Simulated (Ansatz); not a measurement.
In3Co in space group P4_2/mnm (No. 136; In on 4c, In on 8j, Co on 4f), DFT-PBE in the program Ansatz with PAW potentials, all energies at zero smearing, with the estimated change up to a 700 eV cutoff added, with one set of potentials and settings (totals compare only within such a set). Cell of 16 atoms (12 In, 4 Co): -87679.937 eV.

| element | reference phase | E (eV/atom) |
|---|---|---|
| In | I4/mmm, 1 atoms in the cell | -5597.9156 |
| Co | P6_3/mmc, 2 atoms in the cell, spin-polarised | -5126.1613 |

Formation energy per atom, worked out: (-87679.937 − 12×(-5597.9156) − 4×(-5126.1613))/16 = -0.019 eV/atom (-2 kJ per mol of atoms), at 0 K, without zero-point energy or fitted corrections.

The first step of the workflow began from a Materials Project structure, measured or hypothetical; the Crystallography Open Database files this formula in space group No. 136, but the cells were not matched. Its standing as an ambient phase is unchecked. The PBE relaxation kept the symmetry of its start; its stability against distortions is not shown here. No spin polarisation was allowed. The references are the lowest solids computed at this level, not always the standard phases.

Potentials: the earlier of the program's two PAW sets.
